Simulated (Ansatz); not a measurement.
**Sn: levels along high-symmetry lines**

```
Sn
1.0
    -1.59075    1.59075    2.91565
     1.59075   -1.59075    2.91565
     1.59075    1.59075   -2.91565
Sn
1
Direct
  0.00000 0.00000 0.00000
```

The geometry is COD entry 1540069, unchecked; take it as a test cell.

No spin–orbit coupling, which matters for the heavy atoms here.

All numbers below come from DFT, PBEsol, all-electron LAPW, scalar-relativistic in Ansatz 0.2.0.

Settings: a Γ-centred 18×18×18 k mesh, Fermi–Dirac smearing of 0.03 eV, basis error target 1 meV/atom, no spin polarisation.

Points in fractions of the reciprocal vectors of this cell: Γ (0, 0, 0), X (0, 0, 0.5), P (0.25, 0.25, 0.25), N (0, 0.5, 0), M (0.5, 0.5, -0.5), S (0.324, 0.676, -0.324), S0 (-0.324, 0.324, 0.324). The path joins them by straight lines in the order Γ–X–P–N–Γ–M–S–S0–Γ; legs that retrace an earlier one aren't tabulated. Energies are in eV from the Fermi level.

(1) Metal or insulator at this level of theory?

(2) Tabulate bands 8 to 13, counted from the lowest band of the run, along the path.

## Answers

(1) No gap opens: metallic or semimetallic.

(2) 
```json
{"k (1/Å)": "0.00", "point": "Γ", "band 8": "-21.39", "band 9": "-21.31", "band 10": "-10.60", "band 11": "5.74", "band 12": "7.24", "band 13": "7.24"}
{"k (1/Å)": "0.20", "point": "", "band 8": "-21.39", "band 9": "-21.31", "band 10": "-10.45", "band 11": "5.60", "band 12": "6.33", "band 13": "6.61"}
{"k (1/Å)": "0.40", "point": "", "band 8": "-21.39", "band 9": "-21.33", "band 10": "-9.98", "band 11": "4.76", "band 12": "5.12", "band 13": "5.33"}
{"k (1/Å)": "0.60", "point": "", "band 8": "-21.39", "band 9": "-21.36", "band 10": "-9.20", "band 11": "3.28", "band 12": "3.95", "band 13": "4.34"}
{"k (1/Å)": "0.80", "point": "", "band 8": "-21.38", "band 9": "-21.35", "band 10": "-8.11", "band 11": "2.05", "band 12": "2.53", "band 13": "3.52"}
{"k (1/Å)": "1.00", "point": "", "band 8": "-21.36", "band 9": "-21.28", "band 10": "-6.74", "band 11": "0.88", "band 12": "1.13", "band 13": "2.85"}
{"k (1/Å)": "1.20", "point": "", "band 8": "-21.34", "band 9": "-21.23", "band 10": "-5.11", "band 11": "-1.03", "band 12": "0.56", "band 13": "2.43"}
{"k (1/Å)": "1.40", "point": "X", "band 8": "-21.34", "band 9": "-21.21", "band 10": "-3.72", "band 11": "-2.55", "band 12": "0.37", "band 13": "2.28"}
{"k (1/Å)": "1.47", "point": "", "band 8": "-21.34", "band 9": "-21.21", "band 10": "-3.71", "band 11": "-2.52", "band 12": "0.30", "band 13": "2.18"}
{"k (1/Å)": "1.55", "point": "", "band 8": "-21.34", "band 9": "-21.21", "band 10": "-3.70", "band 11": "-2.45", "band 12": "0.11", "band 13": "1.94"}
{"k (1/Å)": "1.63", "point": "", "band 8": "-21.34", "band 9": "-21.21", "band 10": "-3.69", "band 11": "-2.33", "band 12": "-0.17", "band 13": "1.67"}
{"k (1/Å)": "1.70", "point": "", "band 8": "-21.34", "band 9": "-21.21", "band 10": "-3.67", "band 11": "-2.17", "band 12": "-0.48", "band 13": "1.42"}
{"k (1/Å)": "1.78", "point": "", "band 8": "-21.34", "band 9": "-21.21", "band 10": "-3.65", "band 11": "-1.97", "band 12": "-0.82", "band 13": "1.24"}
{"k (1/Å)": "1.86", "point": "", "band 8": "-21.35", "band 9": "-21.21", "band 10": "-3.63", "band 11": "-1.73", "band 12": "-1.14", "band 13": "1.12"}
{"k (1/Å)": "1.94", "point": "P", "band 8": "-21.35", "band 9": "-21.21", "band 10": "-3.63", "band 11": "-1.45", "band 12": "-1.45", "band 13": "1.08"}
{"k (1/Å)": "2.08", "point": "", "band 8": "-21.35", "band 9": "-21.22", "band 10": "-4.04", "band 11": "-1.75", "band 12": "-0.86", "band 13": "1.45"}
{"k (1/Å)": "2.22", "point": "", "band 8": "-21.36", "band 9": "-21.24", "band 10": "-4.75", "band 11": "-2.35", "band 12": "0.36", "band 13": "2.19"}
{"k (1/Å)": "2.36", "point": "", "band 8": "-21.38", "band 9": "-21.27", "band 10": "-5.40", "band 11": "-2.96", "band 12": "1.85", "band 13": "2.82"}
{"k (1/Å)": "2.50", "point": "", "band 8": "-21.38", "band 9": "-21.28", "band 10": "-5.91", "band 11": "-3.48", "band 12": "3.06", "band 13": "3.50"}
{"k (1/Å)": "2.64", "point": "", "band 8": "-21.36", "band 9": "-21.29", "band 10": "-6.28", "band 11": "-3.86", "band 12": "3.00", "band 13": "5.24"}
{"k (1/Å)": "2.78", "point": "", "band 8": "-21.34", "band 9": "-21.29", "band 10": "-6.50", "band 11": "-4.10", "band 12": "2.90", "band 13": "6.60"}
{"k (1/Å)": "2.92", "point": "N", "band 8": "-21.34", "band 9": "-21.29", "band 10": "-6.58", "band 11": "-4.18", "band 12": "2.85", "band 13": "6.55"}
{"k (1/Å)": "3.08", "point": "", "band 8": "-21.34", "band 9": "-21.30", "band 10": "-7.17", "band 11": "-3.39", "band 12": "2.95", "band 13": "6.63"}
{"k (1/Å)": "3.24", "point": "", "band 8": "-21.34", "band 9": "-21.33", "band 10": "-8.13", "band 11": "-1.83", "band 12": "3.26", "band 13": "6.90"}
{"k (1/Å)": "3.40", "point": "", "band 8": "-21.37", "band 9": "-21.34", "band 10": "-9.00", "band 11": "0.02", "band 12": "3.74", "band 13": "7.36"}
{"k (1/Å)": "3.57", "point": "", "band 8": "-21.38", "band 9": "-21.33", "band 10": "-9.70", "band 11": "2.03", "band 12": "4.37", "band 13": "7.31"}
{"k (1/Å)": "3.73", "point": "", "band 8": "-21.38", "band 9": "-21.32", "band 10": "-10.20", "band 11": "4.05", "band 12": "5.14", "band 13": "7.26"}
{"k (1/Å)": "3.89", "point": "", "band 8": "-21.39", "band 9": "-21.31", "band 10": "-10.50", "band 11": "5.40", "band 12": "6.34", "band 13": "7.25"}
{"k (1/Å)": "4.05", "point": "Γ", "band 8": "-21.39", "band 9": "-21.31", "band 10": "-10.60", "band 11": "5.74", "band 12": "7.24", "band 13": "7.24"}
{"k (1/Å)": "4.20", "point": "", "band 8": "-21.39", "band 9": "-21.31", "band 10": "-10.51", "band 11": "4.83", "band 12": "6.98", "band 13": "6.98"}
{"k (1/Å)": "4.36", "point": "", "band 8": "-21.38", "band 9": "-21.30", "band 10": "-10.24", "band 11": "3.03", "band 12": "6.37", "band 13": "6.37"}
{"k (1/Å)": "4.51", "point": "", "band 8": "-21.37", "band 9": "-21.30", "band 10": "-9.80", "band 11": "1.12", "band 12": "5.69", "band 13": "5.69"}
{"k (1/Å)": "4.66", "point": "", "band 8": "-21.35", "band 9": "-21.30", "band 10": "-9.19", "band 11": "-0.70", "band 12": "5.09", "band 13": "5.09"}
{"k (1/Å)": "4.82", "point": "", "band 8": "-21.34", "band 9": "-21.30", "band 10": "-8.45", "band 11": "-2.34", "band 12": "4.63", "band 13": "4.63"}
{"k (1/Å)": "4.97", "point": "", "band 8": "-21.33", "band 9": "-21.29", "band 10": "-7.68", "band 11": "-3.65", "band 12": "4.35", "band 13": "4.35"}
{"k (1/Å)": "5.13", "point": "M", "band 8": "-21.33", "band 9": "-21.29", "band 10": "-7.27", "band 11": "-4.24", "band 12": "4.25", "band 13": "4.25"}
{"k (1/Å)": "5.22", "point": "", "band 8": "-21.33", "band 9": "-21.30", "band 10": "-7.24", "band 11": "-4.20", "band 12": "3.70", "band 13": "4.29"}
{"k (1/Å)": "5.32", "point": "", "band 8": "-21.33", "band 9": "-21.30", "band 10": "-7.14", "band 11": "-4.07", "band 12": "2.59", "band 13": "4.42"}
{"k (1/Å)": "5.42", "point": "", "band 8": "-21.33", "band 9": "-21.31", "band 10": "-6.98", "band 11": "-3.86", "band 12": "1.38", "band 13": "4.62"}
{"k (1/Å)": "5.52", "point": "", "band 8": "-21.33", "band 9": "-21.32", "band 10": "-6.76", "band 11": "-3.57", "band 12": "0.18", "band 13": "4.90"}
{"k (1/Å)": "5.62", "point": "", "band 8": "-21.33", "band 9": "-21.33", "band 10": "-6.50", "band 11": "-3.20", "band 12": "-0.93", "band 13": "5.25"}
{"k (1/Å)": "5.72", "point": "", "band 8": "-21.34", "band 9": "-21.34", "band 10": "-6.23", "band 11": "-2.76", "band 12": "-1.92", "band 13": "5.67"}
{"k (1/Å)": "5.82", "point": "S", "band 8": "-21.35", "band 9": "-21.34", "band 10": "-6.02", "band 11": "-2.70", "band 12": "-2.24", "band 13": "6.14"}
{"k (1/Å)": "5.99", "point": "", "band 8": "-21.34", "band 9": "-21.33", "band 10": "-6.14", "band 11": "-3.38", "band 12": "-1.04", "band 13": "6.63"}
{"k (1/Å)": "6.17", "point": "", "band 8": "-21.34", "band 9": "-21.31", "band 10": "-6.40", "band 11": "-3.89", "band 12": "0.74", "band 13": "7.21"}
{"k (1/Å)": "6.34", "point": "", "band 8": "-21.34", "band 9": "-21.30", "band 10": "-6.56", "band 11": "-4.15", "band 12": "2.48", "band 13": "6.96"}
{"k (1/Å)": "6.52", "point": "", "band 8": "-21.34", "band 9": "-21.30", "band 10": "-6.56", "band 11": "-4.15", "band 12": "2.48", "band 13": "6.96"}
{"k (1/Å)": "6.70", "point": "", "band 8": "-21.34", "band 9": "-21.31", "band 10": "-6.40", "band 11": "-3.89", "band 12": "0.74", "band 13": "7.21"}
{"k (1/Å)": "6.87", "point": "", "band 8": "-21.34", "band 9": "-21.33", "band 10": "-6.14", "band 11": "-3.38", "band 12": "-1.04", "band 13": "6.63"}
{"k (1/Å)": "7.05", "point": "S0", "band 8": "-21.35", "band 9": "-21.34", "band 10": "-6.02", "band 11": "-2.70", "band 12": "-2.24", "band 13": "6.14"}
{"k (1/Å)": "7.23", "point": "", "band 8": "-21.35", "band 9": "-21.31", "band 10": "-6.33", "band 11": "-3.02", "band 12": "-1.10", "band 13": "7.08"}
{"k (1/Å)": "7.41", "point": "", "band 8": "-21.36", "band 9": "-21.31", "band 10": "-7.41", "band 11": "-2.01", "band 12": "0.27", "band 13": "7.93"}
{"k (1/Å)": "7.60", "point": "", "band 8": "-21.36", "band 9": "-21.34", "band 10": "-8.52", "band 11": "-0.41", "band 12": "1.80", "band 13": "8.32"}
{"k (1/Å)": "7.78", "point": "", "band 8": "-21.38", "band 9": "-21.35", "band 10": "-9.42", "band 11": "1.54", "band 12": "3.43", "band 13": "8.12"}
{"k (1/Å)": "7.96", "point": "", "band 8": "-21.38", "band 9": "-21.33", "band 10": "-10.08", "band 11": "3.72", "band 12": "4.86", "band 13": "7.70"}
{"k (1/Å)": "8.14", "point": "", "band 8": "-21.39", "band 9": "-21.31", "band 10": "-10.47", "band 11": "5.60", "band 12": "5.94", "band 13": "7.37"}
{"k (1/Å)": "8.33", "point": "Γ", "band 8": "-21.39", "band 9": "-21.31", "band 10": "-10.60", "band 11": "5.74", "band 12": "7.24", "band 13": "7.24"}
```
